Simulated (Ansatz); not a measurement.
One crystal and one scan (frozen-phonon scan) at two levels, PBE (plane waves to 420 eV, PAW, scalar-relativistic; Ansatz, a quantum-chemistry and plane-wave program) and r2SCAN (plane waves to 500 eV, PAW, scalar-relativistic; Ansatz), each from its own relaxed cell and on its own mesh. The cell shown is that of PBE.

Starting cell, BP (zinc blende):

```xyz
4
Lattice="0.0000 4.5485 4.5485 2.2742 2.2742 4.5485 2.2742 2.2742 0.0000" Properties=species:S:1:pos:R:3 pbc="T T T"
P      3.4114     3.4114     3.4114
P      3.4114     5.6856     5.6856
B      0.0000     0.0000     0.0000
B      2.2742     4.5485     6.8227
```

A phonon eigenvector at X = (0.5, 0.5, 0.0) is frozen into this cell: atom i moves by Q times the vector below, so Q is the largest atomic displacement, in Å. The cell is held. It is one choice among 2 degenerate patterns. (q is in reciprocal vectors of the primitive cell; the cell shown is doubled to hold the pattern.)

```csv
atom,x,y,z
P1,-0.279,0.000,0.000
P2,0.279,0.000,0.000
B3,0.000,1.000,0.000
B4,0.000,-1.000,0.000
```

BP was relaxed with its symmetry unable to fall. Percentages come from the unrounded values.

Results of PBE:

* **Lattice constant a (Å)**: 4.548
* **Band gap of the relaxed cell, no spin-orbit coupling (eV)**: 1.25
* **Harmonic wavenumber from the curvature (finite differences) (cm⁻¹ (negative: imaginary))**: 701
* **Shape of the curve**: a single well with its minimum at or next to zero displacement

Q: Estimate the r2SCAN values.

A: 
```json
[
 {"quantity": "Lattice constant a (Å)", "r2SCAN": "4.537", "PBE − r2SCAN": "+0.011 (+0.3 %)"},
 {"quantity": "Band gap of the relaxed cell, no spin-orbit coupling (eV)", "r2SCAN": "1.41", "PBE − r2SCAN": "-0.16 (-11 %)"},
 {"quantity": "Harmonic wavenumber from the curvature (finite differences) (cm⁻¹ (negative: imaginary))", "r2SCAN": "714", "PBE − r2SCAN": "-13 (-1.8 %)"}
]
```

PBE gives the higher value for: lattice constant a. PBE gives the lower value for: band gap of the relaxed cell, no spin-orbit coupling; harmonic wavenumber from the curvature. Both give the same shape of the curve: a single well with its minimum at or next to zero displacement.

(A displaced cell: forces are minus the slopes of the energy, force constants its curvatures, and phonons follow from these.)
